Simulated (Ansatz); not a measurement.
# H5NF2: Electric field gradients

The cell is a computed structure from the Materials Project (it need not be an observed phase).

```cif
data_H5NF2
_symmetry_space_group_name_H-M 'Pmna'
_symmetry_Int_Tables_number 53
_cell_length_a 8.2985
_cell_length_b 3.5513
_cell_length_c 8.1328
_cell_angle_alpha 90.000
_cell_angle_beta 90.000
_cell_angle_gamma 90.000
loop_
_atom_site_label
_atom_site_type_symbol
_atom_site_symmetry_multiplicity
_atom_site_Wyckoff_symbol
_atom_site_fract_x
_atom_site_fract_y
_atom_site_fract_z
H1 H 8 i 0.3417 0.3758 0.7946
H9 H 8 i 0.2066 0.7110 0.8436
H13 H 2 a 0.0000 0.0000 0.0000
H15 H 2 b 0.5000 0.0000 0.0000
N N 4 g 0.7500 0.5432 0.7500
F25 F 4 e 0.3627 0.0000 0.5000
F29 F 4 h 0.0000 0.0923 0.6343
```

One atom of each set is listed.

Method: Kohn–Sham DFT in Ansatz, PBE, plane waves and PAW, scalar-relativistic, 420 eV cutoff, Γ-centred 3×6×3 k-points, Fermi–Dirac smearing 0.02 eV.

V_zz is the principal component of the electric field gradient with the largest magnitude, η = (V_xx − V_yy)/V_zz and C_Q = eQV_zz/h.

2H: I = 1, Q = 2.858 mb; ¹⁴N: I = 1, Q = 20.44 mb. Q values from Pyykkö, Mol. Phys. 116, 1328 (2018).

Question: Give the quadrupolar parameters of the distinct sites.

Answer: 

| site | atoms | first shell | V_zz (10²¹ V/m²) | η | C_Q (MHz) |
| --- | --- | --- | --- | --- | --- |
| H1 | 8 | 1 N at 1.03 Å; also 1 F at 1.75 Å | 2.80 | 0.01 | 0.194 |
| H9 | 8 | 1 N at 1.03 Å; also 1 F at 1.73 Å | 2.79 | 0.00 | 0.193 |
| H13 | 2 | 2 F at 1.14 Å, angle 180° | 0.96 | 0.11 | 0.066 |
| H15 | 2 | 2 F at 1.14 Å, angle 180° | 0.96 | 0.03 | 0.066 |
| N | 4 | 4 H at 1.03 Å | 0.082 | 0.04 | 0.041 |
| F25 | 4 | 1 H at 1.14 Å; also 2 H at 1.73 Å | 9.44 | 0.52 | – |
| F29 | 4 | 1 H at 1.14 Å; also 2 H at 1.75 Å | 10.02 | 0.19 | – |

At H1 and H9 V_zz points along its bond to N (within 1°) in each case. At H13 and H15 V_zz points along the line of its two bonds (within 1°) in each case. At F25 and F29 V_zz points along its bond to H (within 4°) in each case.

F has no stable isotope with a ground-state quadrupole moment in the table, so no C_Q is given.

The largest force is 0.3 eV/Å, so the atoms aren't at the calculated equilibrium and relaxing them would move these values. The lattice is static: at room temperature ammonium may turn and average the couplings of its hydrogen.
